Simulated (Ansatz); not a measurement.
# Relaxation path: hcp Ti (0001), 3 layers

DFT, PBE, PAW with Ansatz's default frozen-core files, scalar-relativistic (Ansatz 0.2.0); a Γ-centred 13×13×1 k mesh, Fermi–Dirac smearing of 0.05 eV, no spin polarisation. The run relaxes the atoms in the fixed cell.

Command: `ansatz run input.yaml --threads 1 --pin off --max-ram 3584MiB --backend cpu --events-out ev --progress --plain --runs-dir out` It took 21 s on 1 thread of Intel(R) Xeon(R) Platinum 8488C (Sapphire Rapids), on a shared host, peak memory 0.42 GiB.

```yaml
crystal:
  lattice:
    - [2.9399472394, 0.0, 0.0]
    - [-1.4699736197, 2.5460689951, 0.0]
    - [0.0, 0.0, 20.6479]
  atoms:
    - { symbol: Ti, position: [0.0, 0.0, 0.3874493407] }
    - { symbol: Ti, position: [0.333333334, 0.666666666, 0.5] }
    - { symbol: Ti, position: [0.0, 0.0, 0.6125506593] }
kpoints:
  mp_grid: { grid: [13, 13, 1] }
scf:
  occupations: { method: fermi_dirac, width: 0.05 }
hamiltonian:
  xc: pbe
  pseudopotentials: { kind: paw }
output:
  forces: true
  stress: true
  eigenvalues: true
relax:
  f_tol: 0.01
  max_steps: 40
efield:
  axis: 3
  amplitude: 0
  dipole_correction: true
```

Each step lists its free energy a cell above the last geometry, and Cartesian positions (Å) with forces (eV/Å).

The first step:

```
step 1  dF = 41.60 meV
  Ti 0.0000 0.0000 8.0000   0.0000 0.0000 0.3725
  Ti 0.0000 1.6974 10.3239   0.0000 0.0000 0.0000
  Ti 0.0000 0.0000 12.6479   0.0000 0.0000 -0.3725
```

**Question.** Where does the relaxation end, and by which steps?

**Answer.** After 3 geometries, with a shortest distance of 2.793 Å. The further steps:
```
step 2  dF = 22.48 meV
  Ti 0.0000 0.0000 8.1724   0.0000 0.0000 -0.3423
  Ti 0.0000 1.6974 10.3239   0.0000 0.0000 0.0000
  Ti 0.0000 0.0000 12.4755   0.0000 0.0000 0.3423
step 3  dF = 0.00 meV
  Ti 0.0000 0.0000 8.1058   0.0000 0.0000 -0.0084
  Ti 0.0000 1.6974 10.3239   0.0000 0.0000 0.0000
  Ti 0.0000 0.0000 12.5421   0.0000 0.0000 0.0084
step 4  dF = 0.00 meV  (same geometry, solved once more)
  Ti 0.0000 0.0000 8.1058   0.0000 0.0000 -0.0082
  Ti 0.0000 1.6974 10.3239   0.0000 0.0000 0.0000
  Ti 0.0000 0.0000 12.5421   0.0000 0.0000 0.0082
```
